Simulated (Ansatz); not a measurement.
Method: DFT PBE, scalar-relativistic, plane waves, PAW in Ansatz. All cells share a 420 eV cutoff and Γ-centred k meshes spaced at most about 0.3 Å⁻¹ (about 0.25 or finer for metals, 2π included). No spin polarisation in the final relaxations.

All energies are static (0 K, no zero-point motion). All come from trial cells, and lower structures may exist.

Problem. These unrelaxed guesses for Lu4SiF are each relaxed within their symmetry. Order them by the energy at which they end, lowest first.
1.

```
Lu Si F
1.0
     3.96650    0.00000    0.00000
     0.00000    3.96650    0.00000
     0.00000    0.00000    8.26840
Lu Si F
4 1 1
Direct
  0.00000 0.50000 0.25267
  0.50000 0.00000 0.25267
  0.00000 0.50000 0.74733
  0.50000 0.00000 0.74733
  0.00000 0.00000 0.00000
  0.00000 0.00000 0.50000
```

2.

```
Lu Si F
1.0
     4.15971    0.00000    0.00000
     0.00000    4.15971    0.00000
     0.00000    0.00000    6.28384
Lu Si F
4 1 1
Direct
  0.50000 0.00000 0.71639
  0.00000 0.50000 0.28361
  0.50000 0.00000 0.28361
  0.00000 0.50000 0.71639
  0.50000 0.50000 0.50000
  0.00000 0.00000 0.00000
```

3.

```
Lu Si F
1.0
     3.99524    0.00000    0.00000
    -1.99762    3.45998    0.00000
     0.00000    0.00000   10.23317
Lu Si F
4 1 1
Direct
  0.66667 0.33333 0.71800
  0.66667 0.33333 0.20175
  0.33333 0.66667 0.79825
  0.33333 0.66667 0.28200
  0.00000 0.00000 0.50000
  0.00000 0.00000 0.00000
```

Solution. 3 (ends in P-3m1, 0 meV/atom), 1 (ends in P4/mmm, 0.32 eV/atom), 2 (ends in P4/mmm, 0.37 eV/atom).

A magnetic state wasn't ruled out in cells without spin, among them P-3m1, P4/mmm at 24.3 Å³/atom, P4/mmm at 24.1 Å³/atom. Cells relaxed within their symmetry can be saddle points. Some structure types and database cells were kept out of the candidates from the start, so a known form may be missing.
